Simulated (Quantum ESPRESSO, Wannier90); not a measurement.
**Tight-binding from DFT: MgTe (wurtzite)**

Materials Project entry mp-1039; symmetrised, unrelaxed at this level. COD (Crystallography Open Database) has an entry of this formula and space group (matched by these alone). Computed values, not measurements, from PBEsol: Quantum ESPRESSO (norm-conserving PseudoDojo potentials, cutoff 68 Ry, spinors with spin-orbit coupling) on a Γ-centred 4×4×4 mesh, then Wannier90. Density: 12×12×4 mesh, cold smearing 0.01 Ry.

```
begin unit_cell_cart
ang
    4.5902000829    0.0000000000    0.0000000000
   -2.2951000415    3.9752298803    0.0000000000
    0.0000000000    0.0000000000    7.4378100000
end unit_cell_cart
mp_grid = 4 4 4
```

Problem. Which shells of neighbouring k-points and which b-vectors and weights does Wannier90 pick for this cell and mesh?

Solution. 
```
 *---------------------------------- K-MESH ----------------------------------*
 +----------------------------------------------------------------------------+
 |                    Distance to Nearest-Neighbour Shells                    |
 |                    ------------------------------------                    |
 |          Shell             Distance (Ang^-1)          Multiplicity         |
 |          -----             -----------------          ------------         |
 |             1                   0.211191                      2            |
 |             2                   0.395146                      6            |
 |             3                   0.422381                      2            |
 |             4                   0.448042                     12            |
 |             5                   0.578400                     12            |
 |             6                   0.633572                      2            |
 |             7                   0.684413                      6            |
 |             8                   0.716256                     12            |
       ... (lines left out)
 +----------------------------------------------------------------------------+
 | The b-vectors are chosen automatically                                     |
 | The following shells are used:                       1,  2                 |
 +----------------------------------------------------------------------------+
 |                        Shell   # Nearest-Neighbours                        |
 |                        -----   --------------------                        |
 |                          1               2                                 |
 |                          2               6                                 |
 +----------------------------------------------------------------------------+
 | Completeness relation is fully satisfied [Eq. (B1), PRB 56, 12847 (1997)]  |
 +----------------------------------------------------------------------------+
 |                  b_k Vectors (Ang^-1) and Weights (Ang^2)                  |
 |                  ----------------------------------------                  |
 |            No.         b_k(x)      b_k(y)      b_k(z)        w_b           |
 |            ---        --------------------------------     --------        |
 |             1         0.000000    0.000000    0.211191    11.210382        |
 |             2         0.000000    0.000000   -0.211191    11.210382        |
 |             3         0.000000    0.395146    0.000000     2.134831        |
 |             4         0.342207    0.197573    0.000000     2.134831        |
 |             5         0.000000   -0.395146    0.000000     2.134831        |
 |             6         0.342207   -0.197573    0.000000     2.134831        |
 |             7        -0.342207   -0.197573    0.000000     2.134831        |
 |             8        -0.342207    0.197573    0.000000     2.134831        |
```
